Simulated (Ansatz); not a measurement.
Sc:
```
Sc
1.0
    3.33062     0.00000     0.00000
   -1.66531     2.88440     0.00000
    0.00000     0.00000     5.19385
Sc
2
Direct
  0.33333   0.66667   0.75000
  0.66667   0.33333   0.25000
```

Relaxed with r²SCAN. Special points in fractions of this cell's reciprocal vectors: Γ (0.000, 0.000, 0.000); M (0.500, 0.000, 0.000); K (0.333, 0.333, 0.000); A (0.000, 0.000, 0.500); L (0.500, 0.000, 0.500); H (0.333, 0.333, 0.500).

**Question.** List the band energies nearest the Fermi level at these points for r²SCAN in the plane-wave PAW code Ansatz.

**Answer.** In eV from the Fermi level; about four levels below and three above (degenerate sets whole), none deeper than 8.9 eV; points with the same levels are listed once.

```
k                    below                          above
-  -----------------------  -----------------------------
Γ              -5.47 -1.67                 0.43 1.79 1.79
M  -1.70 -1.12 -0.65 -0.42                 1.40 1.54 2.03
K  -0.77 -0.77 -0.71 -0.43                 1.14 1.14 2.30
A              -3.86 -3.86  1.09 1.09 1.71 1.71 1.71 1.71
L              -1.50 -1.50            0.04 0.04 1.30 1.30
H  -0.44 -0.44 -0.04 -0.04            0.22 0.22 2.62 2.62
```

Space group P6_3/mmc (hcp (Mg type)). The cell was relaxed with r²SCAN under the symmetry of its start. The run is not spin-polarised.

Potentials: the earlier of the program's two PAW sets.
